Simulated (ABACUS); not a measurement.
Input and output of a self-consistent single point for GePt3 (P1, 8 atoms in the cell; from Materials Project mp-16315, changed as shown) (ABACUS).

All values come from this method and carry its errors: PBEsol, numerical atomic orbitals DZP (confined pseudo-atomic orbitals with Gaussian additions; energy shift 0.003 Ry), PseudoDojo 0.4 standard norm-conserving PBEsol (tails mended) pseudopotentials run with ABACUS 3.10.1.

The change in words: atoms moved at random. Reference geometry (C2/m):
```
GePt3
1.0
    3.91511    -3.91238     0.00000
    3.91511     3.91238     0.00000
   -3.90709     0.00000     3.99541
Ge Pt
2 6
Direct
  0.25129   0.25129   0.50012
  0.74871   0.74871   0.49988
  0.25080   0.74920   0.50000
  0.74920   0.25080   0.50000
  0.69280   0.69280   0.00227
  0.30720   0.30720   0.99773
  0.80842   0.19158   0.00000
  0.19158   0.80842   0.00000
```

Reference input (self-consistent single point, DFT, PBEsol, numerical atomic orbitals DZP (confined pseudo-atomic orbitals with Gaussian additions; energy shift 0.003 Ry), PseudoDojo 0.4 standard norm-conserving PBEsol (tails mended) pseudopotentials): basis = DZP numerical atomic orbitals, energy shift 0.003 Ry; KPT = Gamma 4 4 4 0 0 0; basis_type = lcao; dft_functional = PBESOL; ecutwfc = 100 Ry; smearing_method = fd; smearing_sigma = 0.00367493 Ry; potentials = PseudoDojo 0.4 standard norm-conserving PBEsol (tails mended); symmetry = 1; ks_solver = genelpa; scf_nmax = 100; scf_thr = 1.0e-07. This run's input differs from it in these lines:

```diff
@@ -44,4 +44,4 @@
 2
-   0.2512900000    0.2512900000    0.5001200000
-   0.7487100000    0.7487100000    0.4998800000
+   0.2496910000    0.2493330000    0.5025670000
+   0.7598670000    0.7395310000    0.4945380000
 
@@ -50,8 +50,8 @@
 6
-   0.2508000000    0.7492000000    0.5000000000
-   0.7492000000    0.2508000000    0.5000000000
-   0.6928000000    0.6928000000    0.0022700000
-   0.3072000000    0.3072000000    0.9977300000
-   0.8084200000    0.1915800000    0.0000000000
-   0.1915800000    0.8084200000    0.0000000000
+   0.2545460000    0.7656190000    0.5118720000
+   0.7492070000    0.2449090000    0.5016010000
+   0.6829020000    0.6833070000   -0.0109650000
+   0.3035190000    0.3208300000    1.0024930000
+   0.7989920000    0.1816070000   -0.0063890000
+   0.2012750000    0.8148640000    0.0042830000
 # file: KPT
```

Log, with long lists cut:

```
 SELF-CONSISTENT
 -------------------------------------------

                  longest orb rcut (Bohr) = 8.2
   longest nonlocal projector rcut (Bohr) = 1.94
                     search radius (Bohr) = 20.3

                          real space grid = [ 72, 72, 72 ]

                                 init_chg = atomic

 LCAO ALGORITHM --------------- ION=   1  ELEC=   1--------------------------------

 Density error is 0.049638505278
 E_KohnSham     -1923.5132416989     -26170.7402655556
 E_Fermi        1.6349107568         22.2441020134

 LCAO ALGORITHM --------------- ION=   1  ELEC=   2--------------------------------

   [... lines left out ...]

   [... 11 blocks of this kind left out ...]

 LCAO ALGORITHM --------------- ION=   1  ELEC=  14--------------------------------

 Density error is 1.32207319161e-07
 E_KohnSham     -1923.5771024350     -26171.6091354456
 E_Fermi        1.5664307448         21.3123836510

 LCAO ALGORITHM --------------- ION=   1  ELEC=  15--------------------------------

 Density error is 4.96242701562e-08
 E_KohnSham     -1923.5771024350     -26171.6091354451
 E_KS(sigma->0) -1923.5761079923     -26171.5956053591
 E_entropy(-TS) -0.0019888852        -0.0270601721
 E_Fermi        1.5664307476         21.3123836896
 charge density convergence is achieved
 final etot is -26171.609135 eV
 EFERMI = 21.31238369 eV

 STATE ENERGY(eV) AND OCCUPATIONS    NSPIN == 1
   [... 79 lines left out ...]

 TOTAL-FORCE (eV/Angstrom)
                       Ge1        -0.0642651168         0.0928424076        -0.5170408310
                       Ge2        -0.0005005306         0.0849153219         0.2728239563
                       Pt1        -0.2619522186         0.0135107957        -0.6978347107
                       Pt2         0.2645739330         0.1152381552        -0.0911340797
                       Pt3         0.7165578319        -0.2040802448         0.3047518108
                       Pt4        -0.7104285190        -0.2158512569         0.3549529364
                       Pt5         0.4276782458        -0.0006773805         0.3521128870
   [... lines left out ...]

 TOTAL-STRESS (KBAR)
       -20.3940300918        -6.7046810139        -0.9300906542
        -6.7046810139       -29.3540723233        -4.3444454876
        -0.9300906542        -4.3444454876         4.3637650971
 TOTAL-PRESSURE: -15.128112 KBAR

 --------------------------------------------
 !FINAL_ETOT_IS -26171.6091354451273219 eV
 --------------------------------------------
```

The run converged in 15 iterations. Against the reference run the free energy goes up by 11.6 meV/atom, the pressure goes from -2.18 to -1.51 GPa and the largest force goes from 0.296 to 0.823 eV/Å.

The atom-centred basis is finite, which shifts total energies, pressures and forces against plane waves. The structure comes from a collection of computed structures, made at another level of theory; the collection holds predicted forms beside known ones. No clean gap shows at this smearing width and mesh (spacing up to 0.39 Å⁻¹); the mesh is coarse for partly filled bands, so the values carry mesh errors.

Cost on one core: very roughly 6 core-minutes.

The atomic orbitals were generated for these runs; they are not ABACUS's published sets and were checked against plane waves on a few crystals only.

“Tails mended”: in these copies of the files the far tail of each local potential was reset to the Coulomb form.
